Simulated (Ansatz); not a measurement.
TiAu:
```xyz
4
Lattice="4.5882 0.0000 0.0000 0.0000 2.8912 0.0000 0.0000 0.0000 4.9062" Properties=species:S:1:pos:R:3 pbc="T T T"
Ti     1.1471     0.0000     3.9975
Ti     3.4412     0.0000     0.9088
Au     1.1471     1.4456     1.5738
Au     3.4412     1.4456     3.3324
```
The run is spin-polarised; directions of the spins, atom by atom: ↑ ↑ 0 0.

Relaxed with PBEsol.

### Question
Which orbitals make up the states near the Fermi level in DFT-PBEsol in the program Ansatz with PAW potentials?

### Answer
Within 0.5 eV of the Fermi level: Ti 3d 80 %, Au 5d 8 %, outside the projected shells 8 %. Projections are on Löwdin-orthogonalised atomic valence shells; empty p or d shells of many metals are not among them.

### Question
Tabulate the density of states.

### Answer
States/eV per cell of 4 atoms, in 0.25 eV bins, energy from the Fermi level.

| E (eV) | total | Au 5d | Ti 3d | Au 6s |
|---|---|---|---|---|
| -7.85 | 0.58 | 0.04 | 0.01 | 0.31 |
| -7.60 | 0.66 | 0.08 | 0.02 | 0.35 |
| -7.35 | 0.81 | 0.15 | 0.03 | 0.42 |
| -7.10 | 1.39 | 0.45 | 0.08 | 0.61 |
| -6.85 | 2.36 | 1.17 | 0.20 | 0.71 |
| -6.60 | 5.21 | 3.67 | 0.43 | 0.72 |
| -6.35 | 7.65 | 6.14 | 0.57 | 0.58 |
| -6.10 | 8.45 | 7.30 | 0.52 | 0.28 |
| -5.85 | 7.27 | 6.33 | 0.43 | 0.22 |
| -5.60 | 6.62 | 5.84 | 0.38 | 0.13 |
| -5.35 | 7.09 | 6.14 | 0.43 | 0.19 |
| -5.10 | 5.82 | 5.15 | 0.30 | 0.15 |
| -4.85 | 5.87 | 5.21 | 0.37 | 0.11 |
| -4.60 | 8.05 | 7.26 | 0.46 | 0.15 |
| -4.35 | 6.36 | 5.55 | 0.41 | 0.21 |
| -4.10 | 6.01 | 5.08 | 0.41 | 0.28 |
| -3.85 | 4.74 | 3.87 | 0.32 | 0.29 |
| -3.60 | 2.53 | 1.64 | 0.30 | 0.33 |
| -3.35 | 1.88 | 0.86 | 0.34 | 0.45 |
| -3.10 | 1.59 | 0.60 | 0.38 | 0.42 |
| -2.85 | 0.98 | 0.29 | 0.27 | 0.24 |
| -2.60 | 0.85 | 0.22 | 0.25 | 0.18 |
| -2.35 | 0.84 | 0.20 | 0.26 | 0.15 |
| -2.10 | 0.93 | 0.21 | 0.31 | 0.13 |
| -1.85 | 1.13 | 0.22 | 0.45 | 0.12 |
| -1.60 | 1.99 | 0.31 | 1.05 | 0.13 |
| -1.35 | 2.56 | 0.28 | 1.49 | 0.12 |
| -1.10 | 2.30 | 0.20 | 1.45 | 0.08 |
| -0.85 | 3.57 | 0.37 | 2.35 | 0.17 |
| -0.60 | 4.24 | 0.36 | 2.99 | 0.12 |
| -0.35 | 5.06 | 0.38 | 3.96 | 0.09 |
| -0.10 | 3.77 | 0.29 | 3.05 | 0.06 |
| 0.15 | 3.95 | 0.33 | 3.19 | 0.08 |
| 0.40 | 5.16 | 0.40 | 4.24 | 0.09 |
| 0.65 | 4.59 | 0.37 | 3.75 | 0.09 |
| 0.90 | 4.09 | 0.26 | 3.46 | 0.06 |
| 1.15 | 3.87 | 0.23 | 3.34 | 0.05 |
| 1.40 | 4.08 | 0.22 | 3.60 | 0.05 |
| 1.65 | 5.01 | 0.26 | 4.45 | 0.06 |
| 1.90 | 7.31 | 0.40 | 6.51 | 0.09 |
| 2.15 | 6.81 | 0.35 | 6.06 | 0.09 |

Space group Pmma. The first step of the workflow began from a Materials Project structure, measured or hypothetical; the Crystallography Open Database copy checked does not list it. COD files the formula under space group No. 221. With Ti and Au taken as one species the cell has the higher symmetry Cmcm, so it may be an ordered model of a mixed-site phase. Its standing as an ambient phase is unchecked. The cell was relaxed with PBEsol under the symmetry of its start; whether a distortion lowers the energy is not shown. The final state is ferromagnetic, the only order run, not a proven ground state. Spin–orbit coupling is left out wherever it is not named.

Potentials: the later of the program's two PAW sets.
